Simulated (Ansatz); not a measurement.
In DFT-PBEsol in the program Ansatz with PAW potentials, La in the diamond structure (Fd-3m) relaxes to a = 6.562 Å. La has 4 nearest neighbours from 2.84 Å (tetrahedral).

Electronic character: metallic (no gap). Gap from PBEsol with spin–orbit coupling: none (metallic).

An equation-of-state fit gives a bulk modulus of 54.3 GPa. The relaxed-ion elastic constants in GPa are C11 = 52.3, C12 = 54.9, C44 = -6.2. The highest mode at Γ lies at 188 cm^-1.

The start of the workflow was typed in or built on a structure type; neither database checked (COD, Materials Project) lists it. It is not the phase usual at ambient conditions (space group No. 194). The cell was relaxed with PBEsol under the symmetry of its start. At this level the phase is mechanically unstable. The volume moved by -40 % from the start of the relaxation. As this level gives no gap, shear constants depend on the k-mesh and smearing (Fermi–Dirac, 0.1 eV here). As this level gives no gap, phonon frequencies hold no LO–TO term and depend on the k-mesh and smearing (Fermi–Dirac, 0.1 eV here). Spin–orbit coupling is left out wherever it is not named.

Potentials: the later of the program's two PAW sets.
